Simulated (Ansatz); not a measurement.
## CdS: structures and their energies

31 relaxations of CdS ended in 4 distinct structures. Method: PBEsol (plane waves to 420 eV, PAW, scalar-relativistic; Ansatz, a first-principles code).

```tsv
#	space group	Pearson	type	E − E(lowest) (eV/atom)	V (Å³/atom)	gap (eV, no SOC)	coordination	runs ending here
1	P6₃mc	hP4	wurtzite type	0.000	24.70	1.09	Cd 4 (tetrahedral), S 4 (tetrahedral)	10
2	P6₃mc	hP8	AFLOW prototype AB_hP8_186_ab_ab (B5, as in SiC)	0.001	24.70	1.05	–	5
3	P6₃mc	hP12	AFLOW prototype AB_hP12_186_a2b_a2b (B6, as in SiC)	0.001	24.70	1.04	–	5
4	F-43m	cF8	zinc blende type	0.002	24.70	1.01	S 4 (tetrahedral), Cd 4 (tetrahedral)	11
```

Coordination numbers (neighbours up to the widest gap in distance over summed covalent radii, below 1.35; n+m marks a second, longer set; metal–metal contacts left out). P6₃mc, hP4, wurtzite type is the lowest among the structures calculated here, level within the accuracy with P6₃mc, hP8, AFLOW prototype AB_hP8_186_ab_ab (B5, as in SiC); P6₃mc, hP12, AFLOW prototype AB_hP12_186_a2b_a2b (B6, as in SiC); F-43m, cF8, zinc blende type.

```cif
data_Cd2S2
_chemical_formula_sum 'Cd2 S2'
_space_group_name_H-M_alt 'P63mc'
_space_group_IT_number 186
_space_group_name_Hall 'P 6c -2c'
_cell_length_a 4.12305
_cell_length_b 4.12305
_cell_length_c 6.71190
_cell_angle_alpha 90.000
_cell_angle_beta 90.000
_cell_angle_gamma 120.000
loop_
_atom_site_label
_atom_site_type_symbol
_atom_site_symmetry_multiplicity
_atom_site_Wyckoff_symbol
_atom_site_fract_x
_atom_site_fract_y
_atom_site_fract_z
_atom_site_occupancy
Cd1 Cd 2 b 0.66667 0.33333 0.00073 1
S1 S 2 b 0.33333 0.66667 0.12447 1
```

Each run could gain symmetry but not lose that of its start, so entries can be saddle points. From databases, or of a type measured for this composition: P6₃mc, hP4, wurtzite type; F-43m, cF8, zinc blende type; the others are generated cells (placed on structure types, drawn at random, substituted or restacked) that were not matched to a known phase here. Static energies at zero pressure. Each cell has its own k-point mesh; energy differences are given only to the digits this allows. No spin polarisation in the result. Gaps of cells over 8 atoms come from the SCF mesh and high-symmetry points alone.
